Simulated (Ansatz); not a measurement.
A relaxed structure of NaI is spoiled in several ways and relaxed again each time (noise and exchanges are one random draw each; squeezed and stretched starts keep its symmetry, which their runs cannot lower; pressure is positive under compression). All values below come from r2SCAN (plane waves to 500 eV, PAW, scalar-relativistic; Ansatz, a first-principles code).

```cif
data_I4Na4
_chemical_formula_sum 'Na4 I4'
_space_group_name_H-M_alt 'Fm-3m'
_space_group_IT_number 225
_space_group_name_Hall '-F 4 2 3'
_cell_length_a 6.46057
_cell_length_b 6.46057
_cell_length_c 6.46057
_cell_angle_alpha 90.000
_cell_angle_beta 90.000
_cell_angle_gamma 90.000
loop_
_atom_site_label
_atom_site_type_symbol
_atom_site_symmetry_multiplicity
_atom_site_Wyckoff_symbol
_atom_site_fract_x
_atom_site_fract_y
_atom_site_fract_z
_atom_site_occupancy
Na1 Na 4 a 0.00000 0.00000 0.00000 1
I1 I 4 b 0.50000 0.50000 0.50000 1
```
(The calculation used a cell of 2 atoms; values per cell refer to that cell.)

```json
[
 {"change": "stretched uniformly to 115 % of its volume", "first pressure (GPa)": "(withheld)", "first V (Å³/atom)": "38.76", "released (eV/atom)": "(withheld)", "moves": "4", "outcome": "(withheld)", "final group": "(withheld)", "E − E(parent) (eV/atom)": "(withheld)"},
 {"change": "with every coordinate shifted by Gaussian noise of σ = 0.2 Å", "first pressure (GPa)": "2.8", "first V (Å³/atom)": "33.71", "released (eV/atom)": "0.17", "moves": "4", "outcome": "returns to the parent", "final group": "Fm-3m", "E − E(parent) (eV/atom)": "0.000"},
 {"change": "with every coordinate shifted by Gaussian noise of σ = 0.3 Å", "first pressure (GPa)": "5.4", "first V (Å³/atom)": "33.71", "released (eV/atom)": "0.33", "moves": "4", "outcome": "returns to the parent", "final group": "Fm-3m", "E − E(parent) (eV/atom)": "0.000"},
 {"change": "doubled along one cell vector, shaken by Gaussian noise of σ = 0.08 Å a coordinate", "first pressure (GPa)": "0.2", "first V (Å³/atom)": "33.71", "released (eV/atom)": "0.015", "moves": "2", "outcome": "returns to the parent", "final group": "Cc (nearly Fm-3m)", "E − E(parent) (eV/atom)": "0.000"}
]
```

### Question
What belongs in the gaps?

### Answer

- stretched uniformly to 115 % of its volume, first pressure (GPa): -1.7
- stretched uniformly to 115 % of its volume, released (eV/atom): 0.031
- stretched uniformly to 115 % of its volume, outcome: returns to the parent
- stretched uniformly to 115 % of its volume, final group: Fm-3m
- stretched uniformly to 115 % of its volume, E − E(parent) (eV/atom): 0.000

First-step values come from each run's starting, coarser k-mesh (6×6×6, 6×3×6). Each cell has its own k-point mesh; energy differences are given only to the digits this allows. No spin polarisation in the result.
